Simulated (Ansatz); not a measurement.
Ag$_{2}$S:
```xyz
6
Lattice="2.3269 -3.4656 0.0000 2.3269 3.4656 0.0000 0.0000 0.0000 7.2090" Properties=species:S:1:pos:R:3 pbc="T T T"
Ag     2.3269     2.7235     5.4067
Ag     2.3269    -2.7235     1.8022
Ag     2.3269     0.0000     0.0000
Ag     2.3269     0.0000     3.6045
S      2.3269    -1.5735     5.4067
S      2.3269     1.5735     1.8022
```

Relaxed with PBEsol. Special points in fractions of this cell's reciprocal vectors: Γ (0.000, 0.000, 0.000); Y (-0.500, 0.500, 0.000); C0 (-0.363, 0.637, 0.000); Σ0 (0.363, 0.363, 0.000); Z (0.000, 0.000, 0.500); A0 (0.363, 0.363, 0.500); E0 (-0.363, 0.637, 0.500); T (-0.500, 0.500, 0.500); S (0.000, 0.500, 0.000); R (0.000, 0.500, 0.500).

### Question
List the band energies nearest the valence-band maximum at these points for the program Ansatz at the PBEsol level (PAW).

### Answer
In eV from the valence-band maximum; about four levels below and three above (degenerate sets whole), none deeper than 8.9 eV; points with the same levels are listed once.

| k | below | above |
|---|---|---|
| Γ | -1.10 -0.88 -0.47 0.00 | 0.95 1.51 4.72 |
| Y | -2.31 -2.28 -0.72 -0.48 | 1.31 2.28 2.34 |
| C0 | -2.04 -1.74 -1.51 -0.33 | 1.95 3.49 3.81 |
| Z | -0.42 -0.42 -0.19 -0.19 | 1.78 1.78 4.27 4.27 |
| A0 | -1.88 -1.88 -0.73 -0.73 | 3.36 3.36 3.77 3.77 |
| T | -1.39 -1.39 -1.36 -1.36 | 2.37 2.37 3.66 3.66 |
| S | -1.87 -1.49 -0.50 -0.13 | 2.25 2.49 3.29 |
| R | -1.28 -1.28 -0.30 -0.30 | 1.45 1.45 4.54 4.54 |

Space group Cmcm. The workflow started from a Materials Project entry (that database holds measured and hypothetical structures alike); the Crystallography Open Database copy checked does not list it. COD files the formula under space group No. 4, 14, so this cell is another polymorph or a model. Its standing as an ambient phase is unchecked. The PBEsol relaxation kept the symmetry of its start; whether a distortion lowers the energy is not shown. The run is not spin-polarised. Scalar-relativistic: spin–orbit coupling is off unless named, which matters more the heavier the elements.

Potentials: the later of the program's two PAW sets.
